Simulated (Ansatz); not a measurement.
Mg$_{2}$Pt:
```
Mg2Pt
1.0
   -3.15914     3.15914     2.80427
    3.15914    -3.15914     2.80427
    3.15914     3.15914    -2.80427
Mg Pt
4 2
Direct
  0.68231   0.81769   0.50000
  0.31769   0.18231   0.50000
  0.81769   0.31769   0.13539
  0.18231   0.68231   0.86461
  0.25000   0.25000   0.00000
  0.75000   0.75000   0.00000
```

Relaxed with PBEsol. Special points in fractions of this cell's reciprocal vectors: Γ (0.000, 0.000, 0.000); X (0.000, 0.000, 0.500); M (-0.500, 0.500, 0.500); Z (0.447, 0.447, -0.447); Z0 (-0.447, 0.553, 0.447); P (0.250, 0.250, 0.250); N (0.000, 0.500, 0.000).

Question: List the band energies nearest the Fermi level at these points for plane-wave PAW PBEsol (Ansatz code).

Answer: In eV from the Fermi level; about four levels below and three above (degenerate sets whole), none deeper than 8.9 eV; points with the same levels are listed once.

| k | below | above |
|---|---|---|
| Γ | -1.79 -1.79 -0.13 -0.13 | 0.21 0.63 0.63 |
| X | -1.81 -1.78 -0.98 -0.65 | 1.18 1.58 1.93 |
| M | -2.43 -1.81 -1.81 -0.42 | 1.21 4.37 4.37 |
| Z | -2.39 -1.78 -1.78 -0.40 | 1.32 4.01 4.14 4.14 |
| P | -3.01 -3.01 -2.16 -2.16 | 3.29 3.29 3.46 3.46 |
| N | -3.34 -3.34 -0.62 -0.62 | 0.20 0.20 3.19 3.19 |

Space group I4/mcm. The workflow started from a Materials Project entry (that database holds measured and hypothetical structures alike); the Crystallography Open Database copy checked does not list it. Whether it is the stable phase at ambient conditions was not checked. Symmetry was held in the PBEsol relaxation; its stability against distortions is not shown here. The run is not spin-polarised. Scalar-relativistic: spin–orbit coupling is off unless named, which matters more the heavier the elements.

Potentials: the later of the program's two PAW sets.
